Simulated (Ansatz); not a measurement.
Computed with DFT PBE, scalar-relativistic, plane waves, PAW (Ansatz). All cells share a 420 eV cutoff and Γ-centred k meshes spaced about 0.3 Å⁻¹ or finer (0.25 for metals, 2π included). No spin polarisation in the final relaxations.

These are static total energies at zero pressure. All come from trial cells, and lower structures may exist.

Problem. These unrelaxed guesses for Sc₂SnSe₅ are each relaxed within their symmetry. Order them by the energy at which they end, lowest first.
A.

```xyz
8
Lattice="3.8500 0.0000 0.0000 -1.9250 3.3342 0.0000 0.0000 0.0000 15.6000" Properties=species:S:1:pos:R:3 pbc="T T T"
Sc    1.9250    1.1114    6.1620
Sc    0.0000    2.2228    9.4380
Sn    0.0000    0.0000    0.0000
Se    1.9250    1.1114    1.5288
Se    0.0000    2.2228   14.0712
Se    0.0000    2.2228    4.6800
Se    1.9250    1.1114   10.9200
Se    0.0000    0.0000    7.8000
```

B.

```xyz
8
Lattice="6.0300 -2.7050 0.0000 6.0300 2.7050 0.0000 -6.0284 0.0000 6.0316" Properties=species:S:1:pos:R:3 pbc="T T T"
Sc    3.6183    0.0000    1.2063
Sc    2.4133    0.0000    4.8253
Sn    0.0000    0.0000    0.0000
Se   -3.6167    0.0000    4.8253
Se    9.6483    0.0000    1.2063
Se    1.2066    0.0000    2.4126
Se    4.8250    0.0000    3.6190
Se    6.0300    0.0000    0.0000
```

C.

```xyz
16
Lattice="2.2500 -6.6000 0.0000 2.2500 6.6000 0.0000 0.0000 0.0000 13.2500" Properties=species:S:1:pos:R:3 pbc="T T T"
Sc    2.2500   -4.8180    0.7950
Sc    2.2500   -4.8180    5.8300
Sc    2.2500    4.8180    7.4200
Sc    2.2500    4.8180   12.4550
Sn    2.2500    4.0920    3.3125
Sn    2.2500   -4.0920    9.9375
Se    2.2500    2.4816    0.9275
Se    2.2500    5.9664    1.5503
Se    2.2500   -3.4980    3.3125
Se    2.2500    2.4816    5.6975
Se    2.2500    5.9664    5.0747
Se    2.2500   -2.4816    7.5525
Se    2.2500   -5.9664    8.1753
Se    2.2500    3.4980    9.9375
Se    2.2500   -2.4816   12.3225
Se    2.2500   -5.9664   11.6997
```

Solution. A (ends in P-3m1, 0 meV/atom), C (ends in Cmcm, 72 meV/atom), B (ends in C2/m, 123 meV/atom).

Weakly bound directions are ill-defined at this level, which has no dispersion term (P-3m1), and this can change margins and order among such cells. With atoms moved at random, P-3m1 came back. Without a clear test, and held by symmetry: Cmcm and C2/m. Some candidate types were left out of the draw beforehand, so a known form may be missing.
